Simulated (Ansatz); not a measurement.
Cell and atoms are relaxed with the symmetry kept. Start:

```yaml
crystal:
  lattice:
    - [3.64254, 0.00000, 0.00000]
    - [-1.82127, 3.15454, 0.00000]
    - [0.00000, 0.00000, 11.84413]
  atoms:
    - { symbol: Y, position: [0.00000, 0.00000, 0.00000] }
    - { symbol: Y, position: [0.33333, 0.66667, 0.25000] }
    - { symbol: Y, position: [0.00000, 0.00000, 0.50000] }
    - { symbol: Y, position: [0.66667, 0.33333, 0.75000] }
```

The calculation used Ansatz, DFT r2SCAN, scalar-relativistic, plane waves, PAW.

Plane waves to 500 eV, a k mesh through Γ of 15×15×4 on the computed 4-atom cell and Gaussian smearing (0.10 eV); no spin polarisation.

**Question.** What does it relax to?

**Answer.** The volume drops by 0.84 Å³/atom to 33.18 Å³/atom, and the energy falls by 3.3 meV/atom. Final structure:
```
Y
1.0
     3.63073    0.00000    0.00000
    -1.81537    3.14431    0.00000
     0.00000    0.00000   11.62604
Y
4
Direct
  0.00000 0.00000 0.00000
  0.33333 0.66667 0.25000
  0.00000 0.00000 0.50000
  0.66667 0.33333 0.75000
```

Course of the relaxation (steps run on the plane waves of an earlier cell, and the basis is chosen afresh near the end, so energy and pressure can step there; trial steps that raised the energy were taken back; energies are free energies):

```
step E − E_final (meV/atom) P (GPa) V (Å³/atom)
   1                     3.3    -0.90        34.02
   2                     0.0     0.02        33.18
   3                    -0.1     0.02        33.18
   4                     0.0     0.02        33.18
```

Cost: 1 run of about 2.4 core-minutes, on Arm Neoverse V1 (shared hosts).